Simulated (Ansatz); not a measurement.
A distorted cell of BaTiO3 (tetragonal-perovskite type, space group P4mm):

```
BaTiO3
1.0
    3.97275     0.00000     0.00000
    0.00000     3.97275     0.00000
    0.00000     0.00000     4.11229
Ti Ba O
1 1 3
Direct
  0.50000   0.50000   0.45228
  0.00000   0.00000   0.93419
  0.50000   0.50000   0.87776
  0.50000   0.00000   0.41213
  0.00000   0.50000   0.41213
```

Computed with r2SCAN (plane waves to 500 eV, PAW, scalar-relativistic; Ansatz, a program for electronic structure). k mesh 7×7×7 (Γ-centred), Fermi-Dirac smearing 0.05 eV. Energies are smeared free energies. Compression counts positive. BaTiO3 is run without spin polarisation. BaTiO3 was relaxed with its symmetry unable to fall. The PAW data are Ansatz's earlier set.

### Question
What forces act on the atoms (eV/Å, Cartesian)?

### Answer
| atom | Fx | Fy | Fz |
|---|---|---|---|
| Ti1 | 0.000 | 0.000 | -0.755 |
| Ba2 | 0.000 | 0.000 | -0.057 |
| O3 | 0.000 | 0.000 | 1.336 |
| O4 | 0.000 | 0.000 | -0.262 |
| O5 | 0.000 | 0.000 | -0.262 |

### Question
What is the stress tensor (GPa)?

### Answer
```
   0.93     0.00     0.00
   0.00     0.93     0.00
   0.00     0.00     5.87
```
The pressure, a third of the trace, is 2.58 GPa.

### Question
In it atom 3 sits (0.000, 0.000, -0.072) Å away from its relaxed site. What is its energy relative to the relaxed cell?

### Answer
44.6 meV/cell.

(A displaced cell: forces are minus the slopes of the energy, force constants its curvatures, and phonons follow from these.)
